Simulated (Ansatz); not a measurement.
One stationary structure of ZrN. Space group Fm-3m (No. 225), rock salt type. Level of theory: PBE (plane waves to 420 eV, PAW, scalar-relativistic; Ansatz, a quantum-chemistry and plane-wave program).

```cif
data_N4Zr4
_chemical_formula_sum 'Zr4 N4'
_space_group_name_H-M_alt 'Fm-3m'
_space_group_IT_number 225
_space_group_name_Hall '-F 4 2 3'
_cell_length_a 4.59523
_cell_length_b 4.59523
_cell_length_c 4.59523
_cell_angle_alpha 90.000
_cell_angle_beta 90.000
_cell_angle_gamma 90.000
loop_
_atom_site_label
_atom_site_type_symbol
_atom_site_symmetry_multiplicity
_atom_site_Wyckoff_symbol
_atom_site_fract_x
_atom_site_fract_y
_atom_site_fract_z
_atom_site_occupancy
Zr1 Zr 4 a 0.00000 0.00000 0.00000 1
N1 N 4 b 0.50000 0.50000 0.50000 1
```
(The calculation used a cell of 2 atoms; values per cell refer to that cell.)

For ZrN, the volume per atom is 12.13 Å³, the density is 7.20 g/cm³ and the band gap is no gap (metallic). The shortest distances is N–Zr 2.30 Å; Zr–Zr 3.25 Å; N–N 3.25 Å and the k-mesh is 17×17×17.

Band energies at high-symmetry points (eV from the Fermi level; labels of this space group; no spin-orbit coupling), from −5 eV up to 1.2 eV:

```json
[
 {"point": "Γ", "energies": "-2.67 -2.67 -2.67 -0.42 -0.42 -0.42"},
 {"point": "X", "energies": "-4.59 -3.47 -3.18 -3.18"},
 {"point": "U", "energies": "-4.76 -4.46 -0.73"},
 {"point": "K", "energies": "-4.76 -4.46 -0.73"},
 {"point": "L", "energies": "–"},
 {"point": "W", "energies": "-4.76 -4.76 0.99 0.99"}
]
```

No spin polarisation in the result. The relaxed primitive cell holds an odd number of electrons. A magnetic state may lie lower.

The run could not lose the symmetry of its start; a randomly shaken copy of 4 atoms returns to this structure.
